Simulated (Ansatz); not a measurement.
This run works on a generated trial structure, not on a known crystal.

Input and command of a plane-wave DFT calculation in Ansatz:

```yaml
crystal:
  lattice:
    - [4.3189867052, 0.0, 0.0]
    - [0.0, 4.3189867052, 0.0]
    - [0.0, 0.0, 7.860406214]
  atoms:
    - { symbol: Tl, position: [0.0, 0.0, 0.7968481815] }
    - { symbol: Tl, position: [0.0, 0.0, 0.2031518185] }
    - { symbol: Pt, position: [0.5, 0.5, 0.1671263614] }
    - { symbol: Pt, position: [0.5, 0.5, 0.8328736386] }
    - { symbol: "N", position: [0.5, 0.5, 0.4264769908] }
    - { symbol: "N", position: [0.5, 0.5, 0.5735230092] }
basis:
  ecutwfc: 420
kpoints:
  mp_grid: { grid: [8, 8, 4] }
hamiltonian:
  xc: pbe
scf:
  occupations: { method: gaussian, width: 0.1 }
output:
  forces: true
  stress: true
  eigenvalues: true
relax:
  adjacent_minimum: "off"
  f_tol: 0.01
  max_steps: 30
  cell: { stress_tol: 0.1, fix: [volume] }
```

```bash
ansatz run input.yaml --threads 1 --pin off --max-ram 2560MiB --backend cpu --events-out ev --progress --plain --runs-dir out
```

Processor: Arm Neoverse V1, 1 thread, on a host shared with other jobs.

Q: Estimate time, memory and problem size.

A: About 110 s, peak memory 0.52 GiB. It solves 44 bands at 45 k points (after reduction by symmetry) with about 2859 plane waves, in 32 SCF iterations over 6 ionic steps.
